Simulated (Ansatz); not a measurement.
# Generalised stacking-fault energy along a line for KBr (rock salt)

Generalised stacking fault of KBr (rock salt) on the {110} plane. The cell below holds the perfect crystal with the plane normal along z; tilting its third vector by the shift puts one fault into each cell, between planes 2.37 Å apart, at fixed cell height.

```xyz
6
Lattice="4.7413 0.0000 0.0000 0.0000 6.7052 0.0000 2.3707 3.3526 7.1120" Properties=species:S:1:pos:R:3 pbc="T T T"
Br     1.9755     2.7938     5.9266
Br     1.9755     2.7938     1.1853
Br     4.3462     6.1465     3.5560
K      1.9755     6.1465     5.9266
K      1.9755     6.1465     1.1853
K      4.3462     2.7938     3.5560
```

In-plane vectors a = (4.741, 0.000) Å, b = (0.000, 6.705) Å, area 31.79 Å². The shift is s times the vector a (length 4.741 Å), so s = 1 restores the start. The shift is rigid: no atom relaxes. γ = [E(shift) − E(0)] / area.

Level of theory: PBE (plane waves to 420 eV, PAW, scalar-relativistic; Ansatz, a program for electronic structure). k mesh 6×6×6 (Γ-centred), Fermi-Dirac smearing 0.05 eV. E is the zero-smearing estimate. Stress and pressure are positive under compression. Faults lie only 7.1 Å apart, and holding the cell height and the atoms raises γ above its relaxed value. Left out: 3 of 12 points, with atoms too close for the PAW data. KBr was relaxed with its symmetry unable to fall. γ is measured from zero shift.

```csv
shift (Å),γ·area (meV/cell),σ normal to the fault (GPa)
0.000,0,0.0
0.395,86,0.5
0.790,384,2.3
1.185,970,5.8
1.580,1805,10.9
3.161,1805,10.9
3.556,970,5.8
3.951,384,2.3
4.346,86,0.5
```

The 12 points together took roughly 5 core-minutes.

(The slope of γ gives the shear force per area between the displaced halves; near zero shift its curvature is an elastic stiffness.)
